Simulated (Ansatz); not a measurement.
**Structure relaxation, TiTe$_{2}$**

The start is a randomly generated symmetric cell of TiTe2 (space group No. 23). The structure is fully relaxed (lattice and positions, P = 0) with PBEsol (plane waves to 420 eV, PAW, scalar-relativistic; Ansatz, a program for electronic structure). The first steps use a coarse 5×5×5 k-mesh.

Initial structure:
```
CELL_PARAMETERS angstrom
     -3.46934     3.67584     4.95367
      3.46934    -3.67584     4.95367
      3.46934     3.67584    -4.95367
ATOMIC_POSITIONS crystal
  Te 0.79023 0.29023 0.50000
  Te 0.20977 0.70977 0.50000
  Te 0.34399 0.51260 0.24877
  Te 0.65601 0.90479 0.16861
  Te 0.26382 0.09521 0.75123
  Te 0.73618 0.48740 0.83139
  Ti 0.50000 0.00000 0.50000
  Ti 0.50000 0.50000 0.00000
  Ti 0.00000 0.00000 0.00000
```

| Quantity | Result |
|---|---|
| Initial pressure | +26 GPa (positive: the cell is compressed) |
| Largest initial force | about 10.2 eV/Å, on Te1, Te2 (atoms numbered as listed) |
| Outcome | The space group goes from I222 (No. 23) to Immm (No. 71), with 9 atoms in the primitive cell |
| Volume change | -2.3 %, from 28.08 to 27.42 Å³/atom |
| Shortest distances (start → end) | The closest pairs of elements (up to four, under 3.6 Å), start → end: Te–Te 2.25 → 2.96 Å; Te–Ti 2.44 → 2.64 Å; Ti–Ti 3.47 → 2.56 Å |
| Optimiser moves | 42 |

The end point of the relaxation:

```cif
data_Te12Ti6
_chemical_formula_sum 'Te12 Ti6'
_space_group_name_H-M_alt 'Immm'
_space_group_IT_number 71
_space_group_name_Hall '-I 2 2'
_cell_length_a 5.11144
_cell_length_b 8.23912
_cell_length_c 11.72148
_cell_angle_alpha 90.000
_cell_angle_beta 90.000
_cell_angle_gamma 90.000
loop_
_atom_site_label
_atom_site_type_symbol
_atom_site_symmetry_multiplicity
_atom_site_Wyckoff_symbol
_atom_site_fract_x
_atom_site_fract_y
_atom_site_fract_z
_atom_site_occupancy
Te1 Te 4 h 0.50000 0.17993 0.00000 1
Te2 Te 8 l 0.00000 0.25884 0.16477 1
Ti1 Ti 2 c 0.00000 0.00000 0.50000 1
Ti2 Ti 2 d 0.00000 0.50000 0.00000 1
Ti3 Ti 2 a 0.00000 0.00000 0.00000 1
```
(The calculation used a cell of 9 atoms; values per cell refer to that cell.)

Final values are on a 11×11×11 k-mesh of the relaxed cell. The relaxed cell holds bonded Te–Te pairs (2.96 Å). No spin polarisation in the result.

The run could not lose the symmetry of its start: the end is stationary, and may be a saddle point rather than a minimum.

The relaxed structure here is a generated cell of TiTe2: the first start was made by a random draw of sites in a space group, and the end was not matched to a known phase here, so it may be hypothetical. Known forms of TiTe2 include space group No. 164.
